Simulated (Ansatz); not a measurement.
BiIrS:
```
CELL_PARAMETERS angstrom
      6.13326     0.00000     0.00000
      0.00000     6.13326     0.00000
      0.00000     0.00000     6.13326
ATOMIC_POSITIONS crystal
  Bi 0.13043 0.63043 0.86957
  Bi 0.36957 0.36957 0.36957
  Bi 0.63043 0.86957 0.13043
  Bi 0.86957 0.13043 0.63043
  Ir 0.47441 0.97441 0.52559
  Ir 0.02559 0.02559 0.02559
  Ir 0.97441 0.52559 0.47441
  Ir 0.52559 0.47441 0.97441
  S  0.88227 0.38227 0.11773
  S  0.61773 0.61773 0.61773
  S  0.38227 0.11773 0.88227
  S  0.11773 0.88227 0.38227
```

Relaxed with PBEsol.

Problem. Give the Bader charges and basin volumes of the independent atoms, the program Ansatz at the PBEsol level (PAW).

Solution. 

```
atom  Bader charge (e)  Bader volume (Å³)
----  ----------------  -----------------
Bi1              +0.75               21.2
Ir5              -0.22               19.1
S9               -0.53               17.4
```

Space group P2_13. The first step of the workflow began from a Materials Project structure, measured or hypothetical; the Crystallography Open Database copy checked does not list it. Its standing as an ambient phase is unchecked. The cell was relaxed with PBEsol under the symmetry of its start; whether a distortion lowers the energy is not shown. No spin polarisation was allowed. Spin–orbit coupling is left out wherever it is not named.

Potentials: the later of the program's two PAW sets.
